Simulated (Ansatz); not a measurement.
Theory: DFT PBE, scalar-relativistic, plane waves, PAW in Ansatz 0.2.0. Settings: cutoff 420 eV, Γ-centred meshes spaced at most about 0.3 Å⁻¹, and about 0.25 Å⁻¹ or finer for metals (2π included), Gaussian smearing. No spin polarisation in the final relaxations.

These are static total energies at zero pressure.

Two forms of ZrTi2C3 were relaxed alike.

1.

```cif
data_structure
_symmetry_space_group_name_H-M 'P-3m1'
_symmetry_Int_Tables_number 164
_cell_length_a 3.1647
_cell_length_b 3.1647
_cell_length_c 7.7105
_cell_angle_alpha 90.000
_cell_angle_beta 90.000
_cell_angle_gamma 120.000
_cell_volume 66.88
loop_
_atom_site_label
_atom_site_type_symbol
_atom_site_symmetry_multiplicity
_atom_site_Wyckoff_symbol
_atom_site_fract_x
_atom_site_fract_y
_atom_site_fract_z
_atom_site_occupancy
Zr1 Zr 1 b 0.00000 0.00000 0.50000 1
Ti1 Ti 2 d 0.33333 0.66667 0.15934 1
C1 C 2 d 0.33333 0.66667 0.68150 1
C2 C 1 a 0.00000 0.00000 0.00000 1
```

2.

```cif
data_structure
_symmetry_space_group_name_H-M 'I4/mmm'
_symmetry_Int_Tables_number 139
_cell_length_a 3.1756
_cell_length_b 3.1756
_cell_length_c 13.3732
_cell_angle_alpha 90.000
_cell_angle_beta 90.000
_cell_angle_gamma 90.000
_cell_volume 134.86
loop_
_atom_site_label
_atom_site_type_symbol
_atom_site_symmetry_multiplicity
_atom_site_Wyckoff_symbol
_atom_site_fract_x
_atom_site_fract_y
_atom_site_fract_z
_atom_site_occupancy
Zr1 Zr 2 a 0.00000 0.00000 0.00000 1
Ti1 Ti 4 e 0.50000 0.50000 0.17046 1
C1 C 4 e 0.50000 0.50000 0.32791 1
C2 C 2 b 0.50000 0.50000 0.00000 1
```

Task: Which placement of the atoms is lower in energy, and by how much?

Result: Cell 1 is lower, by 22 meV/atom. The two share one framework of sites and differ in which element sits where. Cell 1 has Zr and Ti ordered on rock salt sites, space group P-3m1 (No. 164), 11.1 Å³/atom and no gap on its mesh; cell 2 has Zr and Ti ordered on rock salt sites, space group I4/mmm (No. 139), 11.2 Å³/atom and no gap. Counting C atoms around Ti and Zr (those within 1.25 times the shortest such distance or 1.15 times the sum of covalent radii), cell 1 and cell 2 both have Zr 6, Ti 6. In cell 1, Zr is surrounded by 6 C at 2.30 Å, 6 Zr at 3.16 Å and 6 Ti at 3.20 Å; Ti has 6 C at 2.20 Å, 9 Ti at 3.06–3.16 Å and 3 Zr at 3.20 Å; C on a site of symmetry 3m is surrounded by 3 Ti at 2.20 Å and 3 Zr at 2.30 Å; 1 more site not described. In cell 2, around Zr lie 6 C at 2.25–2.30 Å, 4 Zr at 3.18 Å and 8 Ti at 3.20 Å; Ti is surrounded by 1 C at 2.11 Å, 5 C at 2.25–2.28 Å, 8 Ti at 3.09–3.18 Å and 4 Zr at 3.20 Å; C on a site of symmetry 4mm is surrounded by 1 Ti at 2.11 Å, 4 Ti at 2.25 Å and 1 Zr at 2.30 Å; 1 more site not described. Both come from invented guesses.

Cells relaxed within their symmetry can be saddle points.
